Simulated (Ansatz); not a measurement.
Crystals of one structure type (zinc blende) and one family of elements, relaxed and computed with plane-wave PAW r²SCAN (Ansatz code).

| crystal | V (Å³/atom) | gap (eV) |
|---|---|---|
| BN | 5.88 | 5.00 |
| BAs | 13.69 | 1.37 |
| GaP | 20.25 | 1.84 |
| GaAs | 22.74 | 0.96 |
| InP | 25.76 | 1.03 |
| InAs | 28.49 | ? |
| GaSb | 28.81 | 0.42 |

Task: Fit a straight line to E_g against V and predict the withheld value.

Result: Least squares on the 6 shown rows: E_g = -0.173 × V + (5.147), with a scatter of 0.71. For InAs this gives 0.22. The run itself gave 0.08, within the scatter.

All cells were relaxed under the symmetry of their starts (and spin orders); stability against distortions was not tested throughout. Spin–orbit coupling is left out wherever it is not named.

Potentials: the later of the program's two PAW sets.
